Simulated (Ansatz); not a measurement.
The elements of this relaxed trial crystal are hidden behind letters.

```
lattice vectors (Å)
   3.3253    0.0000    0.0000
   0.0000    3.3253    0.0000
   0.0000    0.0000    9.2688
fractional positions
X 0.0000 0.0000 0.0000
Z 0.5000 0.5000 0.2415
Z 0.0000 0.0000 0.5000
Z 0.5000 0.5000 0.7585
Q 0.0000 0.0000 0.2319
Q 0.5000 0.5000 0.5000
Q 0.0000 0.0000 0.7681
Q 0.5000 0.5000 0.0000
```

Level of theory: DFT PBE, scalar-relativistic, plane waves, PAW (Ansatz). Cutoff 420 eV, Γ-centred 12×12×4 mesh (8-atom cell), Gaussian smearing of 0.10 eV, no spin polarisation.

| Property | Result |
| --- | --- |
| Space group | P4/mmm (No. 123) |
| Conventional cell | a = 3.325 Å, c = 9.269 Å |
| Volume per atom | 12.81 Å³ |
| Density | 7.56 g/cm³ |
| Energy over the elements | −1.03 eV/atom |
| Gap on the 12×12×4 mesh of the 8-atom cell | 0 eV (a metal) |

Energies are uncorrected and count from the elements' standard states at the same level.

Q: X is a d-block element of period 4, Z is a d-block element of period 5 and Q is a p-block element of period 2. Which elements are they?

A: X = Zn, Z = Cd, Q = O, so the formula is ZnCd3O4. Density times volume gives a mean mass of 7.56 × 12.81/1.6605 = 58.3 u per atom, and this set has 58.3 u. Among the elements that the hints allow, noble gases aside, only these give it. Around Zn lie 2 O at 2.15 Å and 4 O at 2.35 Å; Cd on a site of symmetry 4mm has 6 O at 2.24–2.40 Å; around O on a site of symmetry 4mm lie 1 Zn at 2.15 Å and 5 Cd at 2.35–2.49 Å; 3 more sites not described.

The zero gap may come from the functional, which often closes small gaps. A structure relaxed within its symmetry needn't be a true minimum. Another cell of ZnCd3O4 relaxed alike, in P-43m, lies 59 meV/atom lower, so this cell isn't the stable form at this level.
